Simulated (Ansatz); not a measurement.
# AlPt3: structures and their energies

4 relaxations of AlPt3 ended in 3 distinct structures. Computed with PBEsol (plane waves to 420 eV, PAW, scalar-relativistic; Ansatz, a first-principles code).

```tsv
#	space group	Pearson	type	E − E(lowest) (eV/atom)	V (Å³/atom)	coordination	runs ending here
1	P4/mbm	tP16	–	0.00	14.56	–	1
2	I4/mcm	tI16	–	0.00	14.56	–	2
3	Pm-3m	cP4	Cu3Au type	0.01	14.54	Al 12 (cuboctahedral), Pt 12 (cuboctahedral)	1
```

Coordination numbers (neighbours up to the widest gap in distance over summed covalent radii, below 1.35; n+m marks a second, longer set). All are gapless at this level. P4/mbm, tP16 is the lowest among the structures calculated here, level within the accuracy with I4/mcm, tI16; Pm-3m, cP4, Cu3Au type.

AlPt₃ is modelled in the tetragonal space group P4/mbm (No. 127), Pearson symbol tP16. Lattice parameters: a = 5.4483 Å, b = 5.4483 Å, c = 7.8475 Å, α = 90.00°, β = 90.00°, γ = 90.00°. Al on 4f has 10 Pt at 2.546–2.762 Å and 2 Pt at 3.119 Å. Pt1 on 4g has 2 Al at 2.610 Å and 2 Al at 2.762 Å and 8 Pt at 2.728–2.771 Å (cuboctahedral). Pt2 on 4e has 4 Al at 2.727 Å and 8 Pt at 2.763–2.771 Å. Pt3 on 4h is surrounded by 2 Al at 2.546 Å and 2 Al at 3.119 Å and 8 Pt at 2.763–2.789 Å and 1 Pt at 3.009 Å. (Neighbours: up to the widest gap in distance over summed covalent radii, below 1.35, at either atom.)

Each run could gain symmetry but not lose that of its start, so entries can be saddle points.  Energies are at zero temperature and pressure, without zero-point motion. No spin polarisation in the result.
